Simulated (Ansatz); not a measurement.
Given:

TiGe2:
Space group Fddd, origin choice 1 (No. 70); a = 5.000 Å, b = 8.533 Å, c = 8.717 Å, α = β = γ = 90.00°

```csv
atom,site,symmetry,x,y,z
Ti,8b,222,0.5000,0.5000,0.5000
Ge,16f,.2.,0.0000,0.1691,0.0000
```
(The calculation used a cell of 6 atoms; values per cell refer to that cell.)

This is the PBEsol-relaxed structure.

Question: All from DFT-PBEsol in the program Ansatz with PAW potentials, unless another level is named. Predict the electronic character.

Answer: metallic (no gap).

Question: And the formation energy from the elements (no fitted shifts)?

Answer: -0.52 eV/atom.

Question: And the density of states at the Fermi level?

Answer: 0.35 states/eV per atom (mean over ±0.08 eV).

Question: Next, the gap with spin–orbit coupling?

Answer: none (metallic).

The first step of the workflow began from a Materials Project structure, measured or hypothetical; the Crystallography Open Database files this formula in space group No. 70, but the cells were not matched. Whether it is the stable phase at ambient conditions was not checked. Symmetry was held in the PBEsol relaxation; of distortions, only those at the zone centre were tested. No spin polarisation was allowed. The references are the lowest solids computed at this level, not always the standard phases. Scalar-relativistic: spin–orbit coupling is off unless named, which matters more the heavier the elements.

Potentials: the later of the program's two PAW sets.
